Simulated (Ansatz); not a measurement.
CrO₂ (rutile)

```xyz
6
Lattice="4.3924 0.0000 0.0000 0.0000 4.3924 0.0000 0.0000 0.0000 2.8875" Properties=species:S:1:pos:R:3 pbc="T T T"
Cr     0.0000     0.0000     0.0000
Cr     2.1962     2.1962     1.4438
O      1.3322     1.3322     0.0000
O      3.5284     0.8640     1.4438
O      0.8640     3.5284     1.4438
O      3.0602     3.0602     0.0000
```

E(V) scan at fixed shape, V₀ the volume above. The atoms relax within the cell's symmetry.

The numbers are results of PBEsol (plane waves to 420 eV, PAW, scalar-relativistic; Ansatz, a program for electronic structure), not measurements. k mesh 11×11×16 (Γ-centred), Fermi-Dirac smearing 0.05 eV. Compression counts positive. CrO2 is run spin-polarised and with no Hubbard U. CrO2 was relaxed with its symmetry unable to fall. Relaxed CrO2 ends ferromagnetic. The magnetic order is the one the run started from; other orders were not tried.

At one point of the scan the stress tensor (GPa) is:

```
  -16.0      0.0      0.0
    0.0    -16.0      0.0
    0.0      0.0    -19.6
```

**Question.** Which point is it?
A) V/V₀ = 1.100
B) V/V₀ = 1.017
C) V/V₀ = 1.083
D) V/V₀ = 1.050

**Answer.** C, V/V₀ = 1.083

(Under strain, the slope of the energy per volume gives the stress and its curvature an elastic modulus.)
